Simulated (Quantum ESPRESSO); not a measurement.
```cif
data_H2Cd2Cl2O2
_chemical_formula_sum 'H2 O2 Cl2 Cd2'
_space_group_name_H-M_alt 'P 1'
_space_group_IT_number 1
_cell_length_a 3.73494
_cell_length_b 3.73494
_cell_length_c 10.41954
_cell_angle_alpha 90.000
_cell_angle_beta 90.000
_cell_angle_gamma 120.000
loop_
_space_group_symop_operation_xyz
  'x, y, z'
loop_
_atom_site_label
_atom_site_type_symbol
_atom_site_fract_x
_atom_site_fract_y
_atom_site_fract_z
_atom_site_occupancy
H1 H 0.00000 0.00000 0.31842 1
H2 H 0.00000 0.00000 0.81842 1
O1 O 0.00000 0.00000 0.41324 1
O2 O 0.00000 0.00000 0.91324 1
Cl1 Cl 0.66667 0.33333 0.15574 1
Cl2 Cl 0.33333 0.66667 0.65574 1
Cd1 Cd 0.66667 0.33333 0.49219 1
Cd2 Cd 0.33333 0.66667 0.99219 1
```

The geometry is that of Materials Project entry mp-644222, symmetrised and not relaxed again.

Task: What does LDA (Quantum ESPRESSO, PseudoDojo norm-conserving, 102 Ry, no spin-orbit coupling) give for the electronic structure near the Fermi level?

Result: The LDA gap is direct, 2.16 eV at Γ. Spin-orbit splittings are left out.

The distance between layers or molecules is the database entry's, not relaxed here. Functionals without dispersion can leave it too large, which widens gaps and weakens the response across layers: the numbers belong to this cell.
